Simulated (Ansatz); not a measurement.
YGaAu:
```xyz
6
Lattice="5.2289 2.2269 0.0000 -5.2289 2.2269 0.0000 -4.7603 0.0000 5.3158" Properties=species:S:1:pos:R:3 pbc="T T T"
Y     -1.0247     2.2269     1.5803
Y     -3.7356     2.2269     3.7356
Ga    -0.6798     2.2269     4.7569
Ga    -4.0805     2.2269     0.5589
Au    -6.7899     2.2269     3.8096
Au     2.0296     2.2269     1.5062
```

Relaxed with r²SCAN. Special points in fractions of this cell's reciprocal vectors: Γ (0.000, 0.000, 0.000); C (0.332, 0.332, 0.000); C2 (-0.332, 0.668, 0.000); Y2 (-0.500, 0.500, 0.000); M2 (-0.500, 0.500, 0.500); D (-0.252, 0.748, 0.500); D2 (0.252, 0.252, 0.500); A (0.000, 0.000, 0.500); L2 (0.000, 0.500, 0.500); V2 (0.000, 0.500, 0.000).

### Question
List the band energies nearest the Fermi level at these points for plane-wave PAW r²SCAN (Ansatz code).

### Answer
In eV from the Fermi level; about four levels below and three above (degenerate sets whole), none deeper than 8.9 eV; points with the same levels are listed once.

| k | below | above |
|---|---|---|
| Γ | -1.23 -1.18 -0.58 -0.08 | 0.87 1.37 3.31 |
| C | -3.35 -2.15 -1.82 -0.44 | 0.43 1.92 1.97 |
| Y2 | -4.41 -4.06 -3.49 -0.55 | 0.43 1.70 1.81 |
| M2 | -2.41 -2.06 -0.72 -0.69 | 0.33 0.51 1.34 |
| D | -3.93 -1.70 -0.61 -0.16 | 0.22 1.00 1.10 |
| A | -2.44 -2.27 -1.03 -0.66 | 0.07 0.60 1.17 |
| L2 | -3.32 -2.08 -1.67 -0.36 | 0.63 0.82 1.15 |
| V2 | -1.61 -1.17 -0.81 -0.43 | 0.52 1.98 2.75 |

Space group C2/m. The workflow started from a Materials Project entry (that database holds measured and hypothetical structures alike); the Crystallography Open Database copy checked does not list it. Its standing as an ambient phase is unchecked. The cell was relaxed with r²SCAN under the symmetry of its start; its stability against distortions is not shown here. The run is not spin-polarised. Scalar-relativistic: spin–orbit coupling is off unless named, which matters more the heavier the elements.

Potentials: the later of the program's two PAW sets.
